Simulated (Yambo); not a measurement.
LiIOH2 (space group Pmma, No. 51), G0W0@LDA in Yambo (2×2×2 mesh, plasmon pole; 7 Ry block, no terminator). The number N of bands in W and G is varied.

```
N    x = 1/N  gap (0, -0.5, 0) → Γ (eV)  shift of the valence edge (eV)
---  -------  -------------------------  ------------------------------
78   0.01282                      5.509                          -0.763
118  0.00847                      5.545                          -0.986
168  0.00595                      5.570                          -1.120
219  0.00457                          ?                               ?
```

Q: Basis-set arguments suggest E = E∞ + A x. Fix A and E∞ from the two rows above the withheld one, predict the row at 219 bands, and test the form.

A: Gap: A = (5.570 − (5.545))/(0.00595 − 0.00847) = -9.92, E∞ = 5.629 eV, so 5.584 eV is predicted; the run gave 5.596 eV (miss 12 meV). The first two rows have slope -8.28, so the form doesn't hold yet over the whole range. Shift: A = (-1.120 − (-0.986))/(0.00595 − 0.00847) = 53.2, E∞ = -1.436 eV, so -1.193 eV is predicted; the run gave -1.203 eV (miss 10 meV). The first two rows have slope 51.3, within 15 % of that. The other settings are held fixed.

Spin-orbit coupling is not included.

Geometry of the Materials Project entry, not relaxed at this level; primitive cell a = 6.4345 Å, b = 4.3971 Å, c = 5.6203 Å, α = β = γ = 90.00°.

The structure is a Materials Project entry; no match was found in the copy of COD used, and its stability was not checked.

A shift is the quasiparticle energy of the state minus its LDA energy.

The distance between layers or molecules is the database entry's, not relaxed here. Functionals without dispersion can leave it too large, which widens gaps and weakens the response across layers: the numbers belong to this cell.
